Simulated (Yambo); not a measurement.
G0W0@PBE for CdS (zinc blende, space group F-43m, No. 216) in Yambo. Reference settings: 4×4×4 Γ-centred k mesh, bands 5 to 118 and a 10 Ry block in the screening, 118 bands in G with the Bruneval-Gonze terminator, plasmon pole fitted at 27.2 eV. The PBE gap Γ → Γ on this mesh is 1.09 eV; G0W0 gaps are taken between the same points.

The settings were changed. The gap went from 2.11 eV to 2.16 eV, and the shift of the valence edge from -0.86 eV to -0.61 eV.

**Question.** Which change was made?
A) 42 bands in G, no terminator
B) 42 bands in G
C) 42 bands in W, 42 bands in G
D) pole fitted at 10 eV

**Answer.** C, 42 bands in W, 42 bands in G. The others gave (gap, valence shift): pole fitted at 10 eV: 2.06, -0.68 eV; 42 bands in G: 2.12, -0.84 eV; 42 bands in G, no terminator: 1.95, -0.37 eV.

Spin-orbit coupling is not included.

Geometry of the Materials Project entry, not relaxed at this level; primitive cell a = 4.1620 Å, b = 4.1620 Å, c = 4.1620 Å, α = 60.00°, β = 60.00°, γ = 60.00°.

A shift is the quasiparticle energy of the state minus its PBE energy.
